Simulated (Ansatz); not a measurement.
AlP:
```
AlP
1.0
    3.85054     0.00000     0.00000
   -1.92527     3.33467     0.00000
    0.00000     0.00000     8.68937
Al P
3 3
Direct
  0.50000   0.00000   0.50000
  0.00000   0.50000   0.16667
  0.50000   0.50000   0.83333
  0.50000   0.00000   0.00000
  0.00000   0.50000   0.66667
  0.50000   0.50000   0.33333
```

Relaxed with PBE. Special points in fractions of this cell's reciprocal vectors: Γ (0.000, 0.000, 0.000); M (0.500, 0.000, 0.000); K (0.333, 0.333, 0.000); A (0.000, 0.000, 0.500); L (0.500, 0.000, 0.500); H (0.333, 0.333, 0.500).

Task: List the band energies nearest the valence-band maximum at these points for the program Ansatz at the PBE level (PAW).

Result: In eV from the valence-band maximum; about four levels below and three above (degenerate sets whole), none deeper than 8.9 eV; points with the same levels are listed once.

```json
[
 {"k": "Γ", "below": "-0.35 -0.35 -0.06 0.00", "above": "2.08 2.12 2.12"},
 {"k": "M", "below": "-2.40 -1.82 -1.60 -1.54", "above": "0.95 1.48 1.59"},
 {"k": "K", "below": "-3.56 -3.56 -2.14 -1.57 -1.57", "above": "1.20 2.52 2.52"},
 {"k": "A", "below": "-0.57 -0.40 -0.18 -0.18", "above": "1.89 2.79 2.79"},
 {"k": "L", "below": "-2.30 -1.93 -1.79 -1.34", "above": "1.56 2.04 2.33"},
 {"k": "H", "below": "-3.43 -3.43 -2.24 -1.31", "above": "2.44 3.54 3.54"}
]
```

Space group P6_222. The start of the workflow was typed in or built on a structure type; neither database checked (COD, Materials Project) lists it. It is not the phase usual at ambient conditions (space group No. 216). Symmetry was held in the PBE relaxation; whether a distortion lowers the energy is not shown.

Potentials: the earlier of the program's two PAW sets.
